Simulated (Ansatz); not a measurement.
**K2NaCl3: vacancy migration on the K sublattice**

Theory: DFT PBEsol, scalar-relativistic, plane waves, PAW in Ansatz. Settings: plane waves to 420 eV, k-mesh 3×3×2 (Γ-centred), Gaussian smearing 0.05 eV. No spin polarisation.

The perfect supercell:

```cif
data_structure
_symmetry_space_group_name_H-M 'P 1'
_symmetry_Int_Tables_number 1
_cell_length_a 8.5028
_cell_length_b 8.5028
_cell_length_c 10.5135
_cell_angle_alpha 90.000
_cell_angle_beta 90.000
_cell_angle_gamma 120.000
_cell_volume 658.27
loop_
_atom_site_label
_atom_site_type_symbol
_atom_site_fract_x
_atom_site_fract_y
_atom_site_fract_z
_atom_site_occupancy
K1 K 0.16667 0.33333 0.67778 1
K2 K 0.16667 0.83333 0.67778 1
K3 K 0.66667 0.33333 0.67778 1
K4 K 0.66667 0.83333 0.67778 1
K5 K 0.33333 0.16667 0.32222 1
K6 K 0.33333 0.66667 0.32222 1
K7 K 0.83333 0.16667 0.32222 1
K8 K 0.83333 0.66667 0.32222 1
Na1 Na 0.00000 0.00000 0.00000 1
Na2 Na 0.00000 0.50000 0.00000 1
Na3 Na 0.50000 0.00000 0.00000 1
Na4 Na 0.50000 0.50000 0.00000 1
Cl1 Cl 0.16667 0.33333 0.14426 1
Cl2 Cl 0.16667 0.83333 0.14426 1
Cl3 Cl 0.66667 0.33333 0.14426 1
Cl4 Cl 0.66667 0.83333 0.14426 1
Cl5 Cl 0.33333 0.16667 0.85574 1
Cl6 Cl 0.33333 0.66667 0.85574 1
Cl7 Cl 0.83333 0.16667 0.85574 1
Cl8 Cl 0.83333 0.66667 0.85574 1
Cl9 Cl 0.00000 0.00000 0.50000 1
Cl10 Cl 0.00000 0.50000 0.50000 1
Cl11 Cl 0.50000 0.00000 0.50000 1
Cl12 Cl 0.50000 0.50000 0.50000 1
```

Atom 1 (K) is removed, leaving a vacancy of charge -1 (uniform background), and atom 2 jumps 4.25 Å into it. The vacancy and the half-way point are each relaxed at fixed cell, keeping their symmetry. The supercell is small, and one in 8 of its K atoms is missing. It repeats after two jumps, so the jumping atom has a vacancy on both sides, which can shift the barrier from that beside a lone vacancy.

(1) How high does the half-way point lie?

Answers

(1) 0.67 eV above the relaxed vacancy, with the jumping atom 0.41 Å off the straight line. This is the barrier if that point is a first-order saddle, which wasn't checked.

Cost: 2 runs of about 20 core-minutes in all, on Arm Neoverse V1 (shared hosts).